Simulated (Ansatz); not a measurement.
Data:

NbTe2:
```cif
data_Nb6Te12
_chemical_formula_sum 'Nb6 Te12'
_space_group_name_H-M_alt 'C2/m'
_space_group_IT_number 12
_space_group_name_Hall '-C 2y'
_cell_length_a 14.84037
_cell_length_b 3.68213
_cell_length_c 9.49684
_cell_angle_alpha 90.000
_cell_angle_beta 110.938
_cell_angle_gamma 90.000
loop_
_space_group_symop_operation_xyz
  'x, y, z'
  '-x, -y, -z'
  '-x, y, -z'
  'x, -y, z'
  'x+1/2, y+1/2, z'
  '-x+1/2, -y+1/2, -z'
  '-x+1/2, y+1/2, -z'
  'x+1/2, -y+1/2, z'
loop_
_atom_site_label
_atom_site_type_symbol
_atom_site_symmetry_multiplicity
_atom_site_Wyckoff_symbol
_atom_site_fract_x
_atom_site_fract_y
_atom_site_fract_z
_atom_site_occupancy
Nb1 Nb 2 a 0.00000 0.00000 0.00000 1
Nb2 Nb 4 i 0.13803 0.50000 0.28933 1
Te1 Te 4 i 0.14763 0.50000 0.01363 1
Te2 Te 4 i 0.29502 0.00000 0.38168 1
Te3 Te 4 i 0.00493 0.00000 0.30593 1
```
(The calculation used a cell of 9 atoms; values per cell refer to that cell.)

This is the r²SCAN+D4-relaxed structure.

### Question
All from r²SCAN+D4 (plane waves, PAW; program Ansatz), unless another level is named. Give the electronic character.

### Answer
metallic (no gap).

### Question
Give the formation energy from the elements (no fitted shifts).

### Answer
-0.55 eV/atom.

### Question
What about the gap with spin–orbit coupling?

### Answer
none (metallic).

The first step of the workflow began from a Materials Project structure, measured or hypothetical; the Crystallography Open Database files this formula in space group No. 12, but the cells were not matched. Whether it is the stable phase at ambient conditions was not checked. The cell was relaxed with r²SCAN+D4 under the symmetry of its start; its stability against distortions is not shown here. The run is not spin-polarised. With an odd number of electrons in the cell and no spin polarisation, the count alone makes it a metal. The references are the lowest solids computed at this level, not always the standard phases. Spin–orbit coupling is left out wherever it is not named.

Potentials: the later of the program's two PAW sets.
